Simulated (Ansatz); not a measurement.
**Property card for Ti$_{2}$C**

Ti₂C:
```yaml
crystal:
  lattice:
    - [1.51351, 0.87382, 4.72182]
    - [-1.51351, 0.87382, 4.72182]
    - [0.00000, -1.74765, 4.72182]
  atoms:
    - { symbol: Ti, position: [0.24625, 0.24625, 0.24625] }
    - { symbol: Ti, position: [0.75375, 0.75375, 0.75375] }
    - { symbol: C, position: [0.50000, 0.50000, 0.50000] }
```

Space group R-3m (No. 166); conventional cell a = 3.0270 Å, b = 3.0270 Å, c = 14.1655 Å, α = 90.00°, β = 90.00°, γ = 120.00°.

Method: DFT-LDA in the program Ansatz with PAW potentials. Structure relaxed to zero pressure with the same functional. Other levels are named where they apply.

**Cell and energy**

| Quantity | Value |
|---|---|
| Volume per atom | 12.49 Å³ |
| Density | 4.78 g/cm³ |
| Formation energy from the elements (no fitted shifts) | -698 meV/atom |

**Electronic structure**

| Quantity | Value |
|---|---|
| Electronic character | metallic (no gap) |
| Density of states at the Fermi level | 0.62 states/eV per atom (mean over ±0.08 eV) |

**Mechanics**

| Quantity | Result |
|---|---|
| Bulk modulus (Birch–Murnaghan fit) | 149 GPa |
| Pressure derivative B′ | 4.7 |

**Phonons**

| Quantity | Value |
|---|---|
| Highest zone-centre frequency | 665 cm^-1 |
| Zone-centre stability | no imaginary mode at Γ |

The workflow started from a Materials Project entry (that database holds measured and hypothetical structures alike); the Crystallography Open Database copy checked does not list it. Its standing as an ambient phase is unchecked. Symmetry was held in the LDA relaxation. No spin polarisation was allowed. As this level gives no gap, phonon frequencies hold no LO–TO term and depend on the k-mesh and smearing (Fermi–Dirac, 0.1 eV here). The references are the lowest solids computed at this level, not always the standard phases.

Potentials: the later of the program's two PAW sets.
